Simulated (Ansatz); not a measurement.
Given:

Starting cell, BaHfO$_{3}$ (cubic perovskite):

```
BaHfO3
1.0
    4.20617     0.00000     0.00000
    0.00000     4.20617     0.00000
    0.00000     0.00000     4.20617
Ba Hf O
1 1 3
Direct
  0.00000   0.00000   0.00000
  0.50000   0.50000   0.50000
  0.00000   0.50000   0.50000
  0.50000   0.50000   0.00000
  0.50000   0.00000   0.50000
```

The atoms are displaced by Q × the pattern below (from a DFPT mode at Γ, largest move 1; Q in Å), at fixed cell. It is one choice among 3 degenerate patterns.

| atom | x | y | z |
|---|---|---|---|
| O3 | 0.000 | 0.000 | -1.000 |
| O5 | 0.000 | 0.000 | 1.000 |

Atoms not listed stay in place.

Level of theory: PBE (plane waves to 420 eV, PAW, scalar-relativistic; Ansatz, an electronic-structure program). k mesh 8×8×8 (Γ-centred), Fermi-Dirac smearing 0.05 eV. Energies are smeared free energies. BaHfO3 is run without spin polarisation. BaHfO3 was relaxed with its symmetry unable to fall. Spin-orbit coupling is left out, though Hf is heavy. The zero of ΔE is the undisplaced structure.

The scan covers Q from -0.180 to 0.180 Å in 13 points.

Is this a single well or a double well?

A single well with its minimum at or next to zero displacement.

Is the energy the same for equal positive and negative displacements?

Even: the same for both signs.

Which space group does the distorted structure have?

P-4m2 (No. 115), lowered from Pm-3m.

What is the energy change at Q = 0.180 Å?

84.6 meV/cell.

What harmonic wavenumber does the curvature at Q = 0 give?

203 cm⁻¹.

(A displaced cell: forces are minus the slopes of the energy, force constants its curvatures, and phonons follow from these.)
